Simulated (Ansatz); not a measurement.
The start is a generated cell, Mo placed in the beta-W structure type. The structure is fully relaxed (lattice and positions, P = 0) with PBEsol (plane waves to 420 eV, PAW, scalar-relativistic; Ansatz, a quantum-chemistry and plane-wave program). First-step values are on the input's coarse k-mesh.

Ansatz input (later rounds restart from its end on a renewed k-mesh):
Ansatz 0.2 input:
```yaml
crystal:
  lattice:
    - [5.033429, 0, 0]
    - [0, 5.033429, 0]
    - [0, 0, 5.033429]
  atoms:
    - { symbol: Mo, position: [0.25, 0, 0.5] }
    - { symbol: Mo, position: [0.75, 0, 0.5] }
    - { symbol: Mo, position: [0, 0.5, 0.25] }
    - { symbol: Mo, position: [0, 0.5, 0.75] }
    - { symbol: Mo, position: [0.5, 0.25, 0] }
    - { symbol: Mo, position: [0.5, 0.75, 0] }
    - { symbol: Mo, position: [0, 0, 0] }
    - { symbol: Mo, position: [0.5, 0.5, 0.5] }
basis: { ecutwfc: 420, ecutrho_ratio: 4, xc_grid: 2, fft_grid_basis: typed }
kpoints: { mp_grid: { grid: [7, 7, 7] } }
hamiltonian:
  xc: pbesol
  dispersion: none
  pseudopotentials: { azcp: { folder: ./paw }, kind: paw }
scf: { occupations: { method: fermi_dirac, width: 0.05 } }
relax: { f_tol: 0.01, max_steps: 100, cell: { stress_tol: 0.02 } }
output: { forces: true, stress: true }
```

```json
{
 "initial_pressure": "-5.9 GPa (negative: the cell is under tension)",
 "volume_change": "-2.3 %, from 15.94 to 15.58 Å³/atom",
 "Shortest distances (start → end)": "The closest pairs of elements (up to four, under 3.6 Å), start → end: Mo–Mo 2.52 → 2.50 Å",
 "band_gap_at_the_end": "no gap (metallic)",
 "optimiser_moves": "6"
}
```

The end point of the relaxation:

Space group Pm-3n (No. 223); a = b = c = 4.9951 Å, α = β = γ = 90.00°

```
atom  site  symmetry       x       y       z
----  ----  --------  ------  ------  ------
Mo      6c     -4m.2  0.0000  0.5000  0.2500
Mo      2a      m-3.  0.0000  0.0000  0.0000
```

Final values are on a 9×9×9 k-mesh of the relaxed cell. No spin polarisation in the result.

The run could not lose the symmetry of its start; a randomly shaken copy of 8 atoms returns to this structure.

All atoms sit on sites fixed by symmetry, so only the cell could relax.

The relaxed structure here is a generated cell of Mo: the first start was made by placing the elements on the sites of a structure type, and the end was not matched to a known phase here, so it may be hypothetical. Known forms of Mo include space group No. 229.
